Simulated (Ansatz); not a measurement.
One stationary structure of AlN. Space group Fm-3m (No. 225), rock salt type. Level of theory: r2SCAN (plane waves to 500 eV, PAW, scalar-relativistic; Ansatz, a quantum-chemistry and plane-wave program).

Space group Fm-3m (No. 225); a = b = c = 4.0366 Å, α = β = γ = 90.00°

| atom | site | symmetry | x | y | z |
|---|---|---|---|---|---|
| Al | 4b | m-3m | 0.5000 | 0.5000 | 0.5000 |
| N | 4a | m-3m | 0.0000 | 0.0000 | 0.0000 |
(The calculation used a cell of 2 atoms; values per cell refer to that cell.)

```yaml
volume_per_atom: 8.22 Å³
band_gap: 5.52 eV, indirect (valence top at Γ, conduction bottom at X) (no spin-orbit coupling)
smallest_direct_gap: 6.54 eV at Γ
shortest_distances: Al–N 2.02 Å; Al–Al 2.85 Å; N–N 2.85 Å
k-mesh: 14×14×14
```

No spin polarisation in the result.

The run could not lose the symmetry of its start.

The relaxed structure has the type that AlN is known to take under pressure; here it was relaxed at zero pressure, from a generated start.
